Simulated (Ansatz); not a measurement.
Cu Kα1 powder pattern (kinematic, no thermal factors).
2θ (°) (relative intensity): 17.26 (12, 1 1 1), 19.95 (100, 2 0 0), 28.36 (49, 2 2 0), 33.39 (13, 3 1 1), 34.92 (9, 2 2 2), 40.55 (23, 4 0 0), 44.37 (8, 3 3 1), 45.59 (44, 4 2 0), 50.22 (21, 4 2 2), 53.50 (4, 5 1 1), 58.68 (14, 4 4 0), 61.66 (4, 5 3 1), 62.63 (21, 6 0 0), 66.44 (10, 6 2 0), 69.23 (2, 5 3 3), 70.14 (6, 6 2 2), 73.76 (5, 4 4 4), 76.43 (2, 7 1 1), 77.31 (10, 6 4 0), 80.82 (12, 6 4 2), 83.42 (4, 7 3 1), 87.73 (2, 8 0 0)

The pattern is computed from a structure relaxed with DFT PBE, scalar-relativistic, plane waves, PAW (Ansatz 0.2.0). No spin polarisation. Its elements are F, Tl, Zr.

Problem. Give the structure.

Solution. ZrTlF6.
Space group Fm-3m (No. 225). a = 8.892 Å, b = 8.892 Å, c = 8.892 Å, α = 90.00°, β = 90.00°, γ = 90.00°
```
atom  site  symmetry       x       y       z
  Zr    4a      m-3m  0.0000  0.0000  0.0000
  Tl    4b      m-3m  0.5000  0.0000  0.0000
   F   24e      4m.m  0.2277  0.0000  0.0000
```

A pattern alone doesn't exclude other cells with like lines; this is the one computed.

The structure comes from a generated guess; another structure or a mixture of phases may lie lower.
